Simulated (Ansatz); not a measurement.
# What is wrong with this input? (As2Se)

Intended: As2Se, PBEsol, plane waves and PAW in Ansatz. The input:

```yaml
crystal:
  lattice:
    - [-3.529418, 3.529418, 2.653571]
    - [3.529418, -3.529418, 2.653571]
    - [3.529418, 3.529418, -2.653571]
  atoms:
    - { symbol: As, position: [0.875, 0.125, 0.75] }
    - { symbol: As, position: [0.375, 0.125, 0.25] }
    - { symbol: As, position: [0.875, 0.625, 0.75] }
    - { symbol: As, position: [0.875, 0.125, 0.25] }
    - { symbol: Se, position: [0.5, 0.5, 0.0] }
    - { symbol: Se, position: [0.25, 0.75, 0.5] }
basis:
  ecutwfc: 420
kpoints:
  mp_grid: { grid: [8, 8, 8] }
hamiltonian:
  xc: pbesol
scf:
  occupations: { method: gaussian, width: 0.1 }
output:
  forces: true
  stress: true
  eigenvalues: true
magnetization:
  spin_orbit: true
```

Command:

```bash
ansatz run input.yaml --threads 1 --pin off --max-ram 2560MiB --backend cpu --events-out ev --progress --plain --runs-dir out
```

The program printed:

```text
Error: inconsistent input (magnetization.spin_orbit, magnetization.noncollinear): true requires noncollinear: true — spin–orbit coupling acts on 2-spinor wavefunctions; set both flags
```

Question: Which fault does the input hold?
A. Spin-orbit coupling without non-collinear spin
B. An atom listed twice
C. A relaxation cut at too few steps
D. An unconverged density accepted at the iteration limit
E. A cutoff far under the potentials' need

Answer: A. The coupling acts on two-component spinors. The cure is the spin-orbit key removed, as no coupling was intended (to keep it, non-collinear spin must be switched on).

Fix:

```diff
-magnetization:
-  spin_orbit: true
```

With the mended input the run converges and gives a pressure of -3.47 GPa, no gap.

The mended run took 42 s on 1 thread of Intel(R) Xeon(R) Processor @ 2.70GHz, with other jobs on the host, peak memory 0.61 GiB.